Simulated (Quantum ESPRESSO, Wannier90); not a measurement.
Tight-binding from DFT: SnO (P4/nmm)

```
begin unit_cell_cart
ang
    3.8137000000    0.0000000000    0.0000000000
    0.0000000000    3.8137000000    0.0000000000
    0.0000000000    0.0000000000    4.8869100000
end unit_cell_cart
begin atoms_frac
Sn   0.0000000000  0.5000000000  0.2353700000
Sn   0.5000000000  0.0000000000 -0.2353700000
O    0.5000000000  0.5000000000  0.0000000000
O    0.0000000000  0.0000000000  0.0000000000
end atoms_frac
```

Materials Project entry mp-2097; symmetrised, unrelaxed at this level. COD (Crystallography Open Database) has the formula in 2 space groups, this one among them (matched by group alone). Level: PBEsol, spinors with spin-orbit coupling; pw.x of Quantum ESPRESSO at 68 Ry with PseudoDojo potentials, 6×6×6 k-points, Wannier90. Density: 8×8×6 mesh, Gaussian smearing 0.01 Ry. The cell is built of weakly bound layers, chains or molecules, whose nearest atoms lie 3.74 Å apart. Database cells relaxed without dispersion often hold them too far apart, which can enlarge gaps and weakens couplings between them; spacing and stacking were not compared with the measured crystal. With spin-orbit coupling a semilocal functional can close or falsely invert a small gap; the band order was not checked against a better method. The gap is small at this level and was sampled on the meshes and a path alone.

Bands 1-8 form an isolated set from -22.20 to -21.97 eV relative to the valence-band maximum (on the path) and are turned into 8 Wannier functions by minimising the spread from the start: SCDM (isolated).

Centres (Cartesian, Å; one of the equivalent choices) and spreads:

```json
[
 {"n": "1", "x": "1.909", "y": "0.017", "z": "-1.094", "spread (Å²)": "0.690", "nearest atom": "Sn2"},
 {"n": "2", "x": "-0.017", "y": "-1.909", "z": "1.094", "spread (Å²)": "0.690", "nearest atom": "Sn1"},
 {"n": "3", "x": "-1.873", "y": "0.001", "z": "-1.085", "spread (Å²)": "0.705", "nearest atom": "Sn2"},
 {"n": "4", "x": "-0.001", "y": "1.873", "z": "1.085", "spread (Å²)": "0.705", "nearest atom": "Sn1"},
 {"n": "5", "x": "0.000", "y": "-1.872", "z": "1.085", "spread (Å²)": "0.704", "nearest atom": "Sn1"},
 {"n": "6", "x": "1.872", "y": "0.000", "z": "-1.085", "spread (Å²)": "0.704", "nearest atom": "Sn2"},
 {"n": "7", "x": "0.018", "y": "-1.906", "z": "1.089", "spread (Å²)": "0.698", "nearest atom": "Sn1"},
 {"n": "8", "x": "-1.907", "y": "-0.018", "z": "-1.089", "spread (Å²)": "0.698", "nearest atom": "Sn2"}
]
```

Ω_I = 5.53 Å², Ω_total = 5.59 Å²; the interpolated bands follow pw.x to 0.0 meV rms on the path. Only this start was tried; a symmetric start can stop on a saddle, and mixtures of these functions could lower the total by at most Ω_total − Ω_I.
